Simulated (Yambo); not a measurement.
FeSe₂ (space group Pnnm, No. 58): a test of whether the lowest BSE state is resolved, against the k mesh (Yambo, LDA bands; otherwise 15 valence and 9 conduction bands, static screening with 84 bands and a 3 Ry block, scissor 0.20 eV, Tamm-Dancoff).

```csv
k mesh,direct gap (eV),lowest state (eV),difference (eV),k points taking part,rough cost
2×1×2,1.50,1.12,0.39,2.0,about 1/30
2×2×4,0.88,0.73,0.15,1.2,about 1/10
4×2×4,0.88,0.77,0.11,1.2,about 1/3
4×4×4,0.88,0.79,0.09,1.8,1
```

The last step moves the difference by 0.02 eV. Even the densest mesh doesn't resolve the state: none of these energies is a result, and the difference is no binding energy.

The meshes don't all hold the same k points, as the direct gap shows, so the steps mix sampling with density. These are vertical excitations (zero momentum); the indirect quasiparticle gap, about 0.58 eV, is smaller than the direct one (0.88 eV on the GW mesh). The scissor comes from a G0W0 run whose convergence isn't established; costs are rough.

Spin-orbit splittings are left out. The 3d shell has no Hubbard U; the runs are without spin polarisation, and magnetic order was not tried.

The standard potential for Se keeps a d shell in the valence without the s and p states of that shell. In tests on such compounds this moved G0W0 gaps by up to about 0.9 eV, so absolute quasiparticle energies here are unreliable; differences between settings are what counts.

Geometry of the Materials Project entry, not relaxed at this level; primitive cell a = 4.7796 Å, b = 5.7563 Å, c = 3.5809 Å, α = β = γ = 90.00°.
